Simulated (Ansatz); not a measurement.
Mo3W under compression: one row to predict

It was reached by relaxing an invented guess, and it needn't be the stable form of this composition.

Theory: DFT PBE, scalar-relativistic, plane waves, PAW in Ansatz. Plane waves to 420 eV, a 14×14×8 mesh through Γ for the 4-atom cell and 0.10 eV Gaussian smearing; no spin polarisation.

```cif
data_structure
_symmetry_space_group_name_H-M 'P 1'
_symmetry_Int_Tables_number 1
_cell_length_a 3.1659
_cell_length_b 3.1659
_cell_length_c 6.3365
_cell_angle_alpha 90.000
_cell_angle_beta 90.000
_cell_angle_gamma 90.000
_cell_volume 63.51
loop_
_atom_site_label
_atom_site_type_symbol
_atom_site_fract_x
_atom_site_fract_y
_atom_site_fract_z
_atom_site_occupancy
Mo1 Mo 0.00000 0.00000 0.75067 1
Mo2 Mo 0.50000 0.50000 0.00000 1
Mo3 Mo 0.00000 0.00000 0.24933 1
W1 W 0.50000 0.50000 0.50000 1
```

The cell was set to several volumes, with shape and atoms relaxed at each where symmetry leaves them free. Pressure is positive in compression, and energies count from the lowest row. No row has a gap on its mesh.

| row | V (Å³/atom) | P (GPa) | ΔE (meV/atom) |
| --- | --- | --- | --- |
| 1 | 13.973 | 44.97 | 239.5 |
| 2 | 14.449 | ? | ? |
| 3 | 14.925 | 18.99 | 53.4 |
| 4 | 15.402 | 8.75 | 12.6 |
| 5 | 15.878 | -0.02 | 0.0 |
| 6 | 16.354 | -7.52 | 11.5 |
| 7 | 16.831 | -13.93 | 43.6 |
| 8 | 17.466 | -21.03 | 113.4 |

Task: Find B = −V·ΔP/ΔV from rows 4 and 6 and from rows 1 and 3, and from the two its slope B′ and its value B0 at zero pressure.

Result: Rows 4 and 6 give −(15.402 + 16.354)/2 × (-7.52 − (8.75))/(16.354 − 15.402) = 271.4 GPa at a mean pressure of 0.62 GPa. Rows 1 and 3 give −(13.973 + 14.925)/2 × (18.99 − (44.97))/(14.925 − 13.973) = 394.3 GPa at a mean pressure of 31.98 GPa. So B′ = (394.3 − 271.4)/(31.98 − (0.62)) = 3.92 and B0 = 271.4 − 3.92 × (0.62) = 269.0 GPa. A third-order Birch–Murnaghan fit to all the energies gives B0 = 269.6 GPa and B′ = 4.2.

Task: Estimate the pressure and energy of row 2.

Result: From row 5, V0 = 15.878 × (1 + (-0.02)/269.0) = 15.877 Å³/atom. Murnaghan's form P = (B0/B′)·[(V0/V)^B′ − 1] gives (269.0/3.92) × [(15.877/14.449)^3.92 − 1] = 30.67 GPa; the computed pressure is 30.95 GPa, so the estimate is off by -0.28 GPa. The work of compression from row 3, with the mean of the two pressures, gives ΔE = 53.4 + (30.67 + 18.99)/2 × (14.925 − 14.449)/160.2 × 1000 = 127.2 meV/atom (1 eV/Å³ = 160.2 GPa); the computed value is 127.2 meV/atom.

Spin–orbit coupling, which can matter for W, is left out. All volumes keep the k mesh of the relaxed cell. A structure relaxed within its symmetry needn't be a true minimum.
